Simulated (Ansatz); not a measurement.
Structures of BaCa2P2: which is lowest?

Plane-wave DFT in Ansatz with scalar-relativistic PAW potentials, cutoff 420 eV, Γ-centred meshes chosen by cell and gap, Gaussian smearing with energies taken to zero width. Every cell was relaxed (cell and atoms) in a run of its own, within the symmetry of its start. Functional: PBE.

Relaxed structures (starts from databases or built by putting these elements on another compound's sites):
A. P-3m1, 5 atoms in the computed cell, a = 4.770 Å, c = 7.864 Å; sites (symmetry × multiplicity) Ba -3m. × 1, Ca 3m. × 2, P 3m. × 2; start: built
B. P4/mbm, 10 atoms in the computed cell, a = 8.439 Å, c = 3.838 Å; sites (symmetry × multiplicity) Ba 4/m.. × 2, Ca m.2m × 4, P m.2m × 4; start: built

Question: Rank them by energy. Could pressure change the order?

Answer:
| structure | group | E − E(lowest) (meV/atom) | V (Å³/atom) | gap on mesh (eV) |
| --- | --- | --- | --- | --- |
| A | P-3m1 | 0.0 | 30.99 | 1.51 |
| B | P4/mbm | 303 | 27.33 | 0.00 |

A is lowest, 303 meV/atom under B. B is denser by 3.65 Å³/atom, so pressure favours it: ΔE/ΔV, with ΔE in eV and 1 eV/Å³ = 160.2 GPa, gives about 13 GPa for equal enthalpy if both cells were rigid, a rough figure since the two compress differently. Other structures may lie lower than all of these, and vibrations aren't counted.

Spin-orbit coupling is left out, which matters for the bands of heavy elements.